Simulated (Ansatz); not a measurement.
Space group F-43m (No. 216). a = 6.989 Å, b = 6.989 Å, c = 6.989 Å, α = 90.00°, β = 90.00°, γ = 90.00°
```json
{"atom": "Mg", "site": "4c", "symmetry": "-43m", "x": "0.2500", "y": "0.2500", "z": "0.2500"}
{"atom": "Cu", "site": "16e", "symmetry": ".3m", "x": "0.1245", "y": "0.3755", "z": "0.8755"}
{"atom": "Sn", "site": "4a", "symmetry": "-43m", "x": "0.0000", "y": "0.0000", "z": "0.0000"}
```

Equation of state of this MgCu$_{4}$Sn structure (not necessarily the ground state), with shape and atoms relaxed at each volume where symmetry leaves them free. It has no gap at any of these volumes. All numbers below come from DFT r2SCAN, scalar-relativistic, plane waves, PAW in Ansatz 0.2.0.

Plane waves to 500 eV, a k mesh through Γ of 10×10×10 on the computed 6-atom cell and Gaussian smearing (0.10 eV); no spin polarisation.

| V (Å³/atom) | E − E(largest V) (meV/atom) | P (GPa) |
| --- | --- | --- |
| 12.520 | 52.46 | 20.25 |
| 12.946 | 7.44 | 13.76 |
| 13.373 | -21.77 | 8.34 |
| 13.800 | -37.75 | 3.80 |
| 14.227 | -42.63 | -0.01 |
| 14.654 | -38.23 | -3.19 |
| 15.081 | -26.08 | -5.85 |
| 15.650 | 0.00 | -8.72 |

Problem. Fit a third-order Birch–Murnaghan equation to E(V).

Solution. V0 = 14.23 Å³/atom, B0 = 116 GPa, B0' = 4.9.

Cost: 8 runs of about 13 core-minutes in all, on Oxide Virtual Turin-like Processor (Zen 5) (shared hosts).